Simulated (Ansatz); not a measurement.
Problem. Each is relaxed and computed with plane-wave PAW HSE06 (Ansatz code). Which alone has a direct gap?
A. PbS, zinc blende
B. GeS, zinc blende
C. ZnS, zinc blende
D. BeS, rock salt

Solution. C, ZnS, zinc blende. ZnS: gap 3.28 eV (direct); GeS: gap 0.39 eV (indirect); BeS: gap 1.74 eV (indirect); PbS: gap 1.30 eV (indirect). Constructed cells (a structure type filled with these elements, in neither database checked): GeS, zinc blende; BeS, rock salt; PbS, zinc blende. Not the usual ambient phase: PbS, zinc blende. All cells were relaxed under the symmetry of their starts (and spin orders); stability against distortions was not tested throughout. Scalar-relativistic: spin–orbit coupling is off unless named, which matters more the heavier the elements.

Potentials: the later of the program's two PAW sets.
